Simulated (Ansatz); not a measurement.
WS2:
```yaml
crystal:
  lattice:
    - [6.28941, 1.60530, 0.00000]
    - [-6.28941, 1.60530, 0.00000]
    - [-2.30020, 0.00000, 5.21462]
  atoms:
    - { symbol: S, position: [0.86316, 0.13684, 0.18263] }
    - { symbol: S, position: [0.39945, 0.60055, 0.71695] }
    - { symbol: S, position: [0.60055, 0.39945, 0.28305] }
    - { symbol: S, position: [0.13684, 0.86316, 0.81737] }
    - { symbol: W, position: [0.24348, 0.75652, 0.29499] }
    - { symbol: W, position: [0.75652, 0.24348, 0.70501] }
```

Relaxed with PBE+D3(BJ). Special points in fractions of this cell's reciprocal vectors: Γ (0.000, 0.000, 0.000); C (0.269, 0.269, 0.000); C2 (-0.269, 0.731, 0.000); Y2 (-0.500, 0.500, 0.000); M2 (-0.500, 0.500, 0.500); D (-0.252, 0.748, 0.500); D2 (0.252, 0.252, 0.500); A (0.000, 0.000, 0.500); L2 (0.000, 0.500, 0.500); V2 (0.000, 0.500, 0.000).

Q: List the band energies nearest the Fermi level at these points for PBE+D3(BJ) (plane waves, PAW; program Ansatz).

A: In eV from the Fermi level; about four levels below and three above (degenerate sets whole), none deeper than 8.9 eV; points with the same levels are listed once.

```
k                     below           above
--  -----------------------  --------------
Γ   -1.02 -0.81 -0.30 -0.19  0.07 0.94 2.29
C   -2.64 -1.90 -1.58 -1.09  2.35 2.49 2.53
Y2  -1.36 -0.38 -0.23 -0.21  0.29 0.99 2.07
M2  -1.21 -1.05 -0.20 -0.04  0.35 2.56 2.94
D   -2.31 -2.30 -1.18 -0.83  2.21 2.26 3.03
A   -1.41 -1.12 -1.06 -0.33  0.07 0.49 2.51
L2  -2.34 -1.91 -1.28 -0.83  2.19 2.23 2.96
V2  -2.34 -2.19 -1.49 -1.13  2.38 2.48 2.49
```

Space group C2/m. The start of the workflow was typed in or built on a structure type; neither database checked (COD, Materials Project) lists it. It is not the phase usual at ambient conditions (space group No. 194). The PBE+D3(BJ) relaxation kept the symmetry of its start; whether a distortion lowers the energy is not shown. The workflow began spin-polarised and lost its moments. Spin–orbit coupling is left out wherever it is not named.

Potentials: the later of the program's two PAW sets.
